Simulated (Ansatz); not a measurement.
With plane-wave PAW r²SCAN (Ansatz code), Ir in the bcc (W type) structure (Im-3m) relaxes to a = 3.088 Å.

Electronic character: metallic (no gap). Gap from r²SCAN with spin–orbit coupling: none (metallic).

An equation-of-state fit gives a bulk modulus of 334 GPa. The relaxed-ion elastic constants in GPa are C11 = -124, C12 = 564, C44 = 179.

The start of the workflow was typed in or built on a structure type; neither database checked (COD, Materials Project) lists it. It is not the phase usual at ambient conditions (space group No. 225). Symmetry was held in the r²SCAN relaxation. At this level the phase is mechanically unstable. The run is not spin-polarised. As this level gives no gap, shear constants depend on the k-mesh and smearing (Fermi–Dirac, 0.1 eV here). Scalar-relativistic: spin–orbit coupling is off unless named, which matters more the heavier the elements.

Potentials: the earlier of the program's two PAW sets.
